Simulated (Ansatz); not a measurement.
**InP, first-principles data**

InP:
```
CELL_PARAMETERS angstrom
      7.20287     0.00000     0.00000
      0.00000     7.20287     0.00000
      0.00000     0.00000     4.18710
ATOMIC_POSITIONS crystal
  In 0.32234 0.67766 0.00000
  In 0.67766 0.32234 0.00000
  In 0.82234 0.82234 0.50000
  In 0.17766 0.17766 0.50000
  P  0.31834 0.31834 0.00000
  P  0.68166 0.68166 0.00000
  P  0.18166 0.81834 0.50000
  P  0.81834 0.18166 0.50000
```

Space group P4_2/mnm (No. 136); conventional cell a = b = 7.2029 Å, c = 4.1871 Å, α = β = γ = 90.00°.

Method: DFT-r²SCAN in the program Ansatz with PAW potentials. Geometry: relaxed at this level of theory. Other levels are named where they apply.

**Cell and energy**

| Property | Value |
|---|---|
| Volume per atom | 27.15 Å³ |
| Density | 4.46 g/cm³ |
| Formation energy from the elements (no fitted shifts) | -0.31 eV/atom |

**Electronic structure**

| Property | Value |
|---|---|
| Band gap | 1.16 eV (smallest direct gap 1.16 eV) |
| Valence-band maximum | on the M–Γ line, 93 % of the way from M |
| Conduction-band minimum | at Γ |
| Electron effective mass | 0.081, 0.090, 0.090 mₑ (principal values) |
| Electron effective mass with spin–orbit coupling | 0.081, 0.090, 0.090 mₑ (principal values) |
| Hole effective mass | 0.22, 1.0, 2.0 mₑ (principal values) |
| Hole effective mass with spin–orbit coupling | 0.17, 0.19, 1.1 mₑ (principal values) |
| HSE06 gap on the r²SCAN cell | 1.49 eV |
| Gap with spin–orbit coupling | 1.14 eV |

**Mechanics**

| Quantity | Result |
|---|---|
| Bulk modulus (Birch–Murnaghan fit) | 62.0 GPa |
| Pressure derivative B′ | 4.3 |
| Elastic constants (relaxed ions, GPa) | C11 = 80.6, C12 = 54.3, C13 = 44.1, C33 = 124, C44 = 25.8, C66 = 26.6 |
| Mechanical stability | stable (all eigenvalues of C positive) |
| Hill bulk and shear moduli | 62.7 and 23.9 GPa |
| Young's modulus | 63.5 GPa |
| Poisson's ratio | 0.33 |
| Debye temperature from the elastic constants | 257 K |

**Charges**

| Item | Value |
|---|---|
| Bader charges | In +0.98, P -0.98 e |

The start of the workflow was typed in or built on a structure type; neither database checked (COD, Materials Project) lists it. It is not the phase usual at ambient conditions (space group No. 216). The cell was relaxed with r²SCAN under the symmetry of its start; its stability against distortions is not shown here. The volume moved by 22 % from the start of the relaxation. The references are the lowest solids computed at this level, not always the standard phases. Scalar-relativistic: spin–orbit coupling is off unless named, which matters more the heavier the elements.

Potentials: the earlier of the program's two PAW sets. The files were generated under PBE; for other functionals the program regenerates the frozen cores, and for LDA and PBEsol the local potential too.
